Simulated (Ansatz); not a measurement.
Cs:
```xyz
1
Lattice="0.0000 3.6471 3.6471 3.6471 0.0000 3.6471 3.6471 3.6471 0.0000" Properties=species:S:1:pos:R:3 pbc="T T T"
Cs     0.0000     0.0000     0.0000
```

Relaxed with LDA. Special points in fractions of this cell's reciprocal vectors: Γ (0.000, 0.000, 0.000); X (0.500, 0.000, 0.500); U (0.625, 0.250, 0.625); K (0.375, 0.375, 0.750); L (0.500, 0.500, 0.500); W (0.500, 0.250, 0.750).

Task: List the band energies nearest the Fermi level at these points for DFT-LDA in the program Ansatz with PAW potentials.

Result: In eV from the Fermi level; about four levels below and three above (degenerate sets whole), none deeper than 8.9 eV; points with the same levels are listed once.

```
k  below           above
-  -----  --------------
Γ  -1.85  2.51 2.51 2.51
X      –  0.16 0.93 1.79
U      –  0.59 0.94 1.54
L  -0.11  1.04 2.35 2.35
W      –  0.74 1.31 1.31
```

Space group Fm-3m (fcc (Cu type)). The first step of the workflow began from a Materials Project structure, measured or hypothetical; the Crystallography Open Database files this formula in space group No. 225, but the cells were not matched. It is not the phase usual at ambient conditions (space group No. 229). The LDA relaxation kept the symmetry of its start; whether a distortion lowers the energy is not shown. Scalar-relativistic: spin–orbit coupling is off unless named, which matters more the heavier the elements.

Potentials: the later of the program's two PAW sets.
